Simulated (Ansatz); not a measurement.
Input and command of a calculation in Ansatz (plane waves; scalar-relativistic PAW potentials unless the input names others):

```yaml
crystal:
  lattice:
    - [0.0, 3.3096311561, 3.3096311561]
    - [3.3096311561, 0.0, 3.3096311561]
    - [3.3096311561, 3.3096311561, 0.0]
  atoms:
    - { symbol: Cd, position: [0.0, 0.0, 0.0] }
    - { symbol: Te, position: [0.75, 0.75, 0.75] }
basis:
  ecutwfc: 420
kpoints:
  mp_grid: { grid: [8, 8, 8] }
hamiltonian:
  xc: pbe
scf:
  occupations: { method: gaussian, width: 0.02 }
  max_iter: 5
output:
  forces: true
  eigenvalues: true
  stress: true
```

```bash
ansatz run input.yaml --threads 4 --pin off --max-ram 8192MiB --backend cpu --events-out ev --progress --plain --runs-dir out
```

Abridged log:
```
Pseudopotentials: kind: paw
Pseudopotential: Cd, paw, valence charge 20, recommended cutoff 420 eV (normal)
Pseudopotential: Te, paw, valence charge 16, recommended cutoff 420 eV (normal)
Functional definition: PBE
Crystal: 2 atoms, lattice volume = 72.505 Å³
Basis set: ecut = 420 eV, 1411 PW (Γ), exchange–correlation on 64×64×64 points (8 copies of the dense FFT grid, shifted against one another)
Bands: 22, of which v1, the nominal top of the filled ones, is band 18 counted from 1 (17 counted from 0)
Symmetry: 24 space group operations
Space group: F-43m (ITA 216), of the structure as read, at distance tolerance 4.2e-5 Å
k-points: 29 of 512 (time reversal used)
Initial density: superposition of atomic densities (neutral atoms: chi_scale 0, normalization atom), corrected by the library's trained network
Initial wavefunctions: pseudopotential atomic-orbital guess
Functional: x = pbe(κ = 0.804, μ = 0.21951497), c = pbe(β = 0.06672455)
SCF iter   1: F=—  HF=-15235.339421 eV  |F-HF|=—  |Δ(HF+E_count)|=         —  Δρ=1.47e-3  dr2=4.01e-3  ethr=1.77e-3  ⟨swp⟩=6.3  Hψ=3045  notcnv=0
SCF iter   2: F=—  HF=-15235.338570 eV  |F-HF|=—  |Δ(HF+E_count)|=   8.51e-4  Δρ=5.43e-4  dr2=2.20e-4  ethr=1.12e-5  ⟨swp⟩=2.8  Hψ=1289  notcnv=0
SCF iter   3: F=—  HF=-15235.338636 eV  |F-HF|=—  |Δ(HF+E_count)|=   6.54e-5  Δρ=1.96e-4  dr2=2.98e-5  ethr=6.12e-7  ⟨swp⟩=2.7  Hψ=3080  notcnv=0
SCF iter   4: F=—  HF=-15235.338675 eV  |F-HF|=—  |Δ(HF+E_count)|=   3.96e-5  Δρ=8.77e-5  dr2=8.06e-6  ethr=8.27e-8  ⟨swp⟩=2.2  Hψ=2255  notcnv=0
SCF iter   5: F=—  HF=-15235.338691 eV  |F-HF|=—  |Δ(HF+E_count)|=   1.55e-5  Δρ=2.45e-5  dr2=5.32e-7  ethr=2.24e-8  ⟨swp⟩=2.0  Hψ=2146  notcnv=0
```

Question: What should be changed?

Answer: The fault is too few SCF iterations (scf.max_iter: not typed → 5, the first being the value of the sound run). Setting it back cures it. The log, from which this was withheld above, says: «Error: did not converge after 5 iterations: dr2 = 5.32e-7 (threshold 1.00e-7), under the density mixer `msr1`, which `scf.mixing.algorithm: auto` chose by the deck's other keys (type `scf.mixing.algorithm: msr1` to keep it); raise `scf.max_iter`, which need not help a stalled SCF, or adjust the mixing (`scf.mixing`) or, under a smearing, its width (`scf.occupations.width` …» The run stopped without converging. A reference run on usual settings, whose relaxation ended at this geometry, converged, and the end of its own relaxation has pressure -0.02 GPa, largest force 0.000 eV/Å, gap on the mesh 0.58 eV.

The run took 1.1 s on 4 threads of Intel(R) Xeon(R) Processor @ 2.70GHz, with other jobs on the host, peak memory 0.39 GiB.